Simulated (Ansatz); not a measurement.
Ansatz input

```yaml
crystal:
  lattice:
    - [-1.5488422233, 1.5488422233, 1.5488422233]
    - [1.5488422233, -1.5488422233, 1.5488422233]
    - [1.5488422233, 1.5488422233, -1.5488422233]
  atoms:
    - { symbol: Pt, position: [0.0, 0.0, 0.0], spin: 1.0 }
hamiltonian:
  xc: mr2scan
  pseudopotentials:
    kind: paw
    azcp:
      Pt: "pseudopotentials/Pt.paw.azcp"
basis:
  ecutwfc: 500
  fft_grid_basis: typed
kpoints:
  mp_grid: { grid: [23, 23, 23], shift: [0, 0, 0] }
magnetization:
  spin_polarized: true
scf:
  occupations: { method: fermi_dirac, width: 0.05 }
output:
  stress: true
```

and its output:

```
Engine: ansatz 0.2.0, aarch64-unknown-linux-gnu
Pseudopotentials: kind: paw
Pseudopotential: Pt, paw, valence charge 18, recommended cutoff 500 eV (meta_gga) 
Functional definition: m-r2SCAN
  exchange = m_r2scan_x
  correlation = m_r2scan_c
Crystal: 1 atoms, lattice volume = 14.862 Å³
Basis set: ecut = 500 eV, 369 PW (Γ), exchange–correlation on 80×80×80 points (64 copies of the dense FFT grid, shifted against one another)
Bands: 14, of which v1, the nominal top of the filled ones, is band 9 counted from 1 (8 counted from 0)
Symmetry: 48 space group operations
Space group: Im-3m (ITA 229), of the structure as read, at distance tolerance 2.5e-5 Å
Magnetic group: BNS 229.140 (UNI 1642), of the structure as read, at distance tolerance 2.5e-5 Å
k-points: 364 of 12167
Non-local potential: Pt, projectors of the file, l = 0: 3, l = 1: 2, l = 2: 2, l = 3: 1
PAW form: soft (Blöchl's): semilocal exchange-correlation on the pseudo side does not see the compensation charge
PAW frozen core: Pt, regenerated for the run's functional (the file was generated under x = pbe(κ = 0.804, μ = 0.2195149727645171), c = pbe(β = 0.06672455060314922))
PAW one-centre angular grid: Pt, 590 points (default); XC on 160 Gauss nodes
Initial density: superposition of atomic densities (chi_scale 0.1, normalization cell)
Starting moments: Σ|m| = 1 μB on 1 of 1 site
Initial wavefunctions: pseudopotential atomic-orbital guess
Functional: x = mr2scan, c = mr2scan; τ floored in thin density (d = 2e-4 eV/Å³)
iter 1 solved again at ethr=2.42e-3 eV; its pass at ethr=3.10e-3 eV (dr2=4.36e-1 eV) is discarded
SCF iter   1: F=—  HF=-12536.608467 eV  |F-HF|=—  |Δ(HF+E_count)|=         —  Δρ=5.05e-2 (↑5.05e-2 ↓3.16e-2)  dr2=6.27e-1  dr2_τ=1.48e-2  dr2_m=6.96e-2  M=0.498 μB ∫|m|=0.500 μB  β_m=0.60  ethr=2.42e-3  ⟨swp⟩=2.1  Hψ=76978  notcnv=0
Mixer restart at iter 1: flushing history
SCF iter   2: F=—  HF=-12536.416616 eV  |F-HF|=—  |Δ(HF+E_count)|=   1.92e-1  Δρ=1.98e-2 (↑1.98e-2 ↓1.86e-2)  dr2=4.85e-2  dr2_τ=8.09e-3  dr2_m=1.56e-2  M=0.442 μB ∫|m|=0.452 μB  β_m=0.91  ethr=2.42e-3  ⟨swp⟩=2.0  Hψ=17367  notcnv=0  κ⁻¹=1.0e0(r=1)
SCF iter   3: F=—  HF=-12536.711962 eV  |F-HF|=—  |Δ(HF+E_count)|=         —  Δρ=3.37e-2 (↑3.37e-2 ↓2.49e-2)  dr2=2.63e-2  dr2_τ=1.39e-2  dr2_m=9.77e-2  M=0.015 μB ∫|m|=0.019 μB  β_m=0.31  ethr=2.69e-4  ⟨swp⟩=2.2  Hψ=16934  notcnv=0  defer=113
Mixer restart at iter 3: flushing history
SCF iter   4: F=—  HF=-12536.688820 eV  |F-HF|=—  |Δ(HF+E_count)|=   2.31e-2  Δρ=2.31e-2 (↑2.31e-2 ↓1.73e-2)  dr2=1.28e-2  dr2_τ=8.93e-4  dr2_m=4.52e-2  M=0.022 μB ∫|m|=0.023 μB  β_m=0.36  ethr=1.46e-4  ⟨swp⟩=1.7  Hψ=12159  notcnv=0  defer=113  κ⁻¹=1.0e0(r=1)
SCF iter   5: F=—  HF=-12536.681259 eV  |F-HF|=—  |Δ(HF+E_count)|=   7.56e-3  Δρ=8.77e-3 (↑8.77e-3 ↓6.49e-3)  dr2=2.17e-3  dr2_τ=1.89e-4  dr2_m=6.06e-3  M=0.006 μB ∫|m|=0.007 μB  β_m=1.00  ethr=7.11e-5  ⟨swp⟩=2.7  Hψ=17469  notcnv=0  defer=119  κ⁻¹=1.8e-1(r=2)
...
SCF iter  13: F=—  HF=-12536.681485 eV  |F-HF|=—  |Δ(HF+E_count)|=   5.75e-9  Δρ=1.58e-6 (↑8.85e-7 ↓1.58e-6)  dr2=2.34e-10  dr2_τ=2.69e-11  dr2_m=1.56e-10  M=-0.000 μB ∫|m|=0.000 μB  β_m=0.30  ethr=2.56e-12  ⟨swp⟩=1.0  Hψ=28620  notcnv=0  κ⁻¹=2.1e-9(r=8)
SCF iter  14: F=—  HF=-12536.681485 eV  |F-HF|=—  |Δ(HF+E_count)|=  5.80e-10  Δρ=7.08e-7 (↑5.41e-7 ↓7.08e-7)  dr2=2.12e-11  dr2_τ=7.16e-12  dr2_m=4.67e-11  M=-0.000 μB ∫|m|=0.000 μB  β_m=0.30  ethr=1.30e-12  ⟨swp⟩=2.0  Hψ=19529  notcnv=0  κ⁻¹=2.4e-7(r=8)
SCF iter  15: F=-12536.681485 eV  HF=-12536.681485 eV  |F-HF|=3.09e-11  |Δ(HF+E_count)|=  2.04e-10  Δρ=2.30e-7 (↑2.30e-7 ↓2.29e-7)  dr2=5.86e-13  dr2_τ=1.00e-12  dr2_m=6.65e-12  M=-0.000 μB ∫|m|=0.000 μB  ethr=1.00e-12  ⟨swp⟩=2.0  Hψ=17334  notcnv=0
SCF 1 converged in 15 iterations: F = -12536.681485 eV  dr2 = 5.86e-13
WARN: the starting moments were not kept: the SCF closed with an absolute magnetisation of 1.3e-6 μB, where they sum to 1 μB in size (1 site). That is at most 0.1 of that sum. Measured as dr2_m measures the in/out step, that magnetisation stands 5.8e-13 eV from none, at or under the dr2_threshold of 1.0e-7 eV: it is no larger than a step whose dr2_m would equal this threshold. The system may hold no moment; this SCF shows only that its start led to no more than that. To try another start: raise the starting moments (crystal.atoms[].spin, magnetization.per_species, magnetization.initial_magnetization, or on a non-collinear deck that types none of these the spinor_matrix: blocks that start its atoms; where the total moment is fixed, keep their sum and leave initial_magnetization as it is; typed ones take the place of any that the run laid by itself, positive ones on a crystal's lanthanoids without a Hubbard term where scf.initial_density.shell_occupations: [] is typed) or, if the notice of its spin-set hold's release reads "site moments contracting" or "site moments show no strong build", lengthen the hold (scf.mixing.spin_hold: { on: { confirm: 4 } }; for m-r²SCAN on two components see the key's manual first). Each may lead to a state that holds a moment. A second SCF, from the converged charge density, with the starting moments and any scf.initial_density.shell_occupations laid on it anew, would have followed, and was not run: the deck does not ask for one (magnetization.retry_lost_moments is false, the default). To let it run, set magnetization.retry_lost_moments: true and run the deck again, where that key's refused combinations let it; where memory then withholds it, that run's warning says so.
this state was not tested for a lower state beside it, because the mixer in use, unlike msr1, does not test its closes by its own steps (another_mixer; see scf.mixing.algorithm and scf.lower_state_search)
SCF converged after 15 iterations
Magnetization: -0.0000 μB (9.0000 up, 9.0000 down)
Absolute magnetization: 0.0000 μB (∫|ρ↑−ρ↓|, with the PAW one-centre terms)
Spin contamination: 0.0000 ħ² per cell (⟨S²⟩ above its minimum at these occupations)
Per-site moments (μB) at R_I (Å): [(-7.100009499767818e-7, 1.1066027872612105)]
Free energy (F): -12536.681485 eV
Harris-Foulkes:  -12536.681485 eV  (|F-HF|=3.09e-11)
Internal energy: -12536.676310 eV  (E = F + TS)
E sigma→0 (E₀):  -12536.678897 eV
Entropy (-TS):   -0.005175 eV (-5.175 meV/atom)
Fermi energy:    23.366166 eV
--- Per-component energies (eV) ---
  E_band       = -139.310923
  E_kinetic    = 639.829203
  E_local      = -1447.713238  (includes V_loc(G=0)·N_el)
  E_nonlocal   = 202.369401
  E_hartree    = 540.623283
  E_xc         = -250.766349
  E_vxc        = -338.408257  (∫ρ·V_xc dr)
  E_paw        = -9480.225740  (= ΣΔE_a)
  E_vpaw       = -298.209812  (= ΣTr[D̂ρ^β])
  E_aug_tail   = 0.000139  (compensation charges beyond the density's cutoff)
  E_vtau       = 21.575055  (kinetic-family band-sum trace: ∫τ·v_τ [+ j·A + Jᵃ·Aᵃ] dr)
  E_ewald      = -2740.561515
  E_core_change = -0.231494  (= ΣΔE_core)
  E_smearing   = -0.005175  (= −TS)
  E_closure    = 0.000000  (closes the sum)
  Σ components = -12536.681485   (vs F -12536.681485, Δ=0.00e0)
--- Stress (GPa, compression-positive) ---
       11.615930       0.000000       0.000000
       -0.000000      11.615930       0.000000
        0.000000       0.000000      11.615930
  P = ⅓ Tr σ = 11.6159 GPa (116.159 kbar)
```
